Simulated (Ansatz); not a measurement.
Method: Ansatz 0.2.0, DFT PBE, scalar-relativistic, plane waves, PAW. Settings: cutoff 420 eV, Γ-centred meshes spaced at most about 0.3 Å⁻¹, and about 0.25 Å⁻¹ or finer for metals (2π included), Gaussian smearing. No spin polarisation in the final relaxations.

These are static total energies at zero pressure.

Compare these two cells of HfTi₂Si₂, each relaxed at this level.

A. Space group P4/mmm (No. 123), tetragonal, a = 5.116 Å, c = 5.064 Å. Hf is surrounded by 2 Si at 2.53 Å and 4 Ti at 2.56 Å; around Ti lie 2 Hf at 2.56 Å and 2 Si at 2.56 Å; Si on its first site has 4 Ti at 2.56 Å; around Si on its second site lie 2 Hf at 2.53 Å.

B. Space group P4/mmm (No. 123), tetragonal, a = 3.559 Å, c = 7.692 Å. Around Hf lie 4 Si at 2.52 Å and 2 Ti at 2.66 Å; Ti has 1 Ti at 2.37 Å, 1 Hf at 2.66 Å and 4 Si at 2.78 Å; Si on its first site has 4 Hf at 2.52 Å; around Si on its second site lie 8 Ti at 2.78 Å.

Question: Which form is favoured at zero pressure, and by what margin per atom?

Answer: B is lower, by 0.71 eV/atom. A has space group P4/mmm (No. 123), 26.5 Å³/atom and no gap on its mesh; B has space group P4/mmm (No. 123), 19.5 Å³/atom and no gap. Counting Si atoms around Hf and Ti (those within 1.25 times the shortest such distance or 1.15 times the sum of covalent radii), A has Hf 2, Ti 2 and B has Hf 4, Ti 4. The denser one is the lower, and pressure would at first widen the difference. Even the lower one lies +0.23 eV/atom against the reference forms of the elements (uncorrected), so neither is stable at this level. Both come from invented guesses. A third cell relaxed alike, in P-3m1, lies 0.63 eV/atom below the lower of the two.

Spin–orbit coupling, which can matter for Hf, is left out. A magnetic state wasn't ruled out in cells without spin, among them P4/mmm at 19.5 Å³/atom. Cells relaxed within their symmetry can be saddle points.
